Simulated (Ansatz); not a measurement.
## CoW$_{3}$: which magnetic state is lowest?

Theory: DFT r2SCAN, scalar-relativistic, plane waves, PAW in Ansatz.

```yaml
crystal:
  lattice:
    - [0.00000, 3.07208, 3.07208]
    - [3.07208, 0.00000, 3.07208]
    - [3.07208, 3.07208, 0.00000]
  atoms:
    - { symbol: W, position: [0.25000, 0.25000, 0.25000] }
    - { symbol: W, position: [0.75000, 0.75000, 0.75000] }
    - { symbol: W, position: [0.50000, 0.50000, 0.50000] }
    - { symbol: Co, position: [0.00000, 0.00000, 0.00000] }
```

* plane-wave cutoff: 500 eV
* Γ-centred k-mesh: 12×12×12
* occupation rule: Gaussian smearing, 0.1 eV
* list of starting moments (μB, in atom order): 0 0 0 2
* check for lower electronic states after the SCF: off

All runs keep this geometry, which isn't relaxed for the lowest state (largest force there 0.000 eV/Å, pressure 7.4 GPa; forces reach 0.07 eV/Å in another state) and needn't be a stable compound; relaxing each order would shift the differences by some 15 meV/atom, going by the pressures and a bulk modulus of about 150 GPa. A propagation vector, in units of the reciprocal vectors, doubles the cell, which takes an equally dense mesh. Spin–orbit coupling is left out, which for heavy magnetic ions can matter as much as these differences. r2SCAN tends to overstate moments in metals. Site moments are spin moments in atom-centred spheres that scale with the neighbour distance. The states are those that the runs reached from these starts; a lower one can exist.

Problem. Starts tried: no spin; ferromagnetic; antiferromagnetic, doubled cell, propagation vector (0, 0, 1/2). Which state comes out lowest, and what are the moments?

Solution. The lowest state is ferromagnetic, reached from the start “ferromagnetic”, with site moments (μB) W +0.27 (×2), Co +1.76.

| start | ends | energy above lowest (meV/atom) | site moments (μB) | gap on mesh (eV) | P (GPa) |
| --- | --- | --- | --- | --- | --- |
| no spin | non-magnetic | 126 | none over 0.05 | metal | 2.1 |
| ferromagnetic | ferromagnetic | 0.00 | W +0.27 (×2), Co +1.76 | metal | 7.4 |
| antiferromagnetic, doubled cell, propagation vector (0, 0, 1/2) | antiferromagnetic | 11.4 | W +0.14 (×2), W -0.14 (×2), Co +1.77, Co -1.77 | metal | 7.4 |

Cost: 3 runs of about 2.7 core-minutes in all, on Intel Xeon 6975P-C (Granite Rapids) (shared hosts).